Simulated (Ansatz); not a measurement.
## Sn: from a starting cell to a relaxed one

The start is a relaxed Sn cell displaced along its unstable phonon at q = (½, 0, ½) of its primitive reciprocal cell (17i cm⁻¹), largest move 0.15 Å. The structure is fully relaxed (lattice and positions, P = 0) with r2SCAN (plane waves to 500 eV, PAW, scalar-relativistic; Ansatz, a first-principles code). The first steps use a coarse 12×12×12 k-mesh.

Input geometry:
```
CELL_PARAMETERS angstrom
      6.46529     0.00000     0.00000
     -1.61632     2.79955     0.00000
      3.23264     0.00000     3.04883
ATOMIC_POSITIONS crystal
  Sn 0.75000 0.04640 0.50000
  Sn 0.25000 0.95360 0.50000
```

| Item | Value |
|---|---|
| Energy released | 0.01 eV/atom |
| Relative to the parent | It does not go back: it reaches I4₁/amd (No. 141), AFLOW prototype A_tI4_141_a (A5, as in Sn), 0.01 eV/atom below the parent |
| Band gap at the end | zero (metallic) |
| Optimiser moves | 12 |

The end point of the relaxation:

```cif
data_Sn4
_chemical_formula_sum 'Sn4'
_space_group_name_H-M_alt 'I41/amd :1'
_space_group_IT_number 141
_space_group_name_Hall 'I 4bw 2bw -1bw'
_cell_length_a 5.87696
_cell_length_b 5.87696
_cell_length_c 3.19241
_cell_angle_alpha 90.000
_cell_angle_beta 90.000
_cell_angle_gamma 90.000
loop_
_atom_site_label
_atom_site_type_symbol
_atom_site_symmetry_multiplicity
_atom_site_Wyckoff_symbol
_atom_site_fract_x
_atom_site_fract_y
_atom_site_fract_z
_atom_site_occupancy
Sn1 Sn 4 a 0.00000 0.00000 0.00000 1
```
(The calculation used a cell of 2 atoms; values per cell refer to that cell.)

Final values are on a 16×16×16 k-mesh of the relaxed cell. No spin polarisation in the result.

The run could not lose the symmetry of its start.

Of the parent cell (P6/mmm (No. 191)): it is a generated cell of Sn: the first start was made by placing the elements on the sites of a structure type, and the end was not matched to a known phase here, so it may be hypothetical. Known forms of Sn include space group No. 141, 227.

This is a known allotrope of Sn, reached from a generated start.
